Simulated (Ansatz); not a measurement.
A geometry of Ir away from equilibrium: step 2 of the relaxation of a relaxed Ir cell displaced along its unstable phonon at q = (½, ½, 0) of its primitive reciprocal cell (43i cm⁻¹), largest move 0.15 Å. Calculation: PBE (plane waves to 420 eV, PAW, scalar-relativistic; Ansatz, a program for electronic structure). Γ-centred k-mesh 13×13×13 on the run's cell (coarser than for final values), Fermi–Dirac smearing 0.05 eV.

```xyz
4
Lattice="-4.8458 4.8458 2.7212 0.0000 0.0000 2.7212 2.4288 2.4288 -1.3606" Properties=species:S:1:pos:R:3:forces:R:3 pbc="T T T" free_energy=-47738.675 pressure_GPa=1.6
Ir     0.0030     2.4259     0.4382    0.0000    0.0000   -0.3351
Ir    -2.4199     4.8488     2.2830    0.0000    0.0000    0.3351
Ir    -0.0891    -0.0891     0.0000   -0.2260   -0.2260    0.0000
Ir    -2.3338     2.5120     1.3606    0.2260    0.2260    0.0000
```

Positions in Å, forces in eV/Å, free energy of the cell in eV (comparable only within this code, potentials and settings). Largest force: 0.34 eV/Å, on Ir1, Ir2 (atoms numbered as listed); the geometry lies 0.09 eV/atom above the end of its relaxation.

No spin polarisation in the result.

The run could not lose the symmetry of its start: the end is stationary, and may be a saddle point rather than a minimum.

The end of the path is a generated cell of Ir: the first start was made by placing the elements on the sites of a structure type, and the end was not matched to a known phase here, so it may be hypothetical. Known forms of Ir include space group No. 225.
